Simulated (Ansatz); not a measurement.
B₂CO:
```
B2CO
1.0
    2.64821     0.00000     0.00000
    0.00000     2.64821     0.00000
    0.00000     0.00000     3.66091
B C O
2 1 1
Cartesian
  0.00000   1.32411   0.83446
  1.32411   0.00000   2.82646
  0.00000   0.00000   0.00000
  1.32411   1.32411   1.83046
```

This is the r²SCAN-relaxed structure. x, y and z are the axes in which the lattice vectors are written.

### Question
All from the program Ansatz at the r²SCAN level (PAW), unless another level is named. Estimate the bulk modulus (Birch–Murnaghan fit).

### Answer
299 GPa.

### Question
And the piezoelectric stress constants (proper, relaxed ions, C/m²)?

### Answer
e15 = -5.51, e24 = 5.51, e31 = -1.60, e32 = 1.60.

Space group P-4m2. The start of the workflow was typed in or built on a structure type; neither database checked (COD, Materials Project) lists it. Whether it is the stable phase at ambient conditions was not checked. The r²SCAN relaxation kept the symmetry of its start; its stability against distortions is not shown here.

Potentials: the earlier of the program's two PAW sets.
